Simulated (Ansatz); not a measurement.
Data:

Re:
Space group Fd-3m, origin choice 1 (No. 227); a = 5.6154 Å, b = 5.6154 Å, c = 5.6154 Å, α = 90.00°, β = 90.00°, γ = 90.00°

```json
[
 {"atom": "Re", "site": "8b", "symmetry": "-43m", "x": "0.5000", "y": "0.5000", "z": "0.5000"}
]
```
(The calculation used a cell of 2 atoms; values per cell refer to that cell.)

This is the r²SCAN-relaxed structure.

All from the program Ansatz at the r²SCAN level (PAW), unless another level is named. Estimate the bulk modulus (Birch–Murnaghan fit).

190 GPa.

Give the elastic constants (relaxed ions, GPa).

C11 = 212, C12 = 179, C44 = -58.9.

The start of the workflow was typed in or built on a structure type; neither database checked (COD, Materials Project) lists it. It is not the phase usual at ambient conditions (space group No. 194). The r²SCAN relaxation kept the symmetry of its start. At this level the phase is mechanically unstable. No spin polarisation was allowed. As this level gives no gap, shear constants depend on the k-mesh and smearing (Fermi–Dirac, 0.1 eV here). Spin–orbit coupling is left out wherever it is not named.

Potentials: the earlier of the program's two PAW sets.
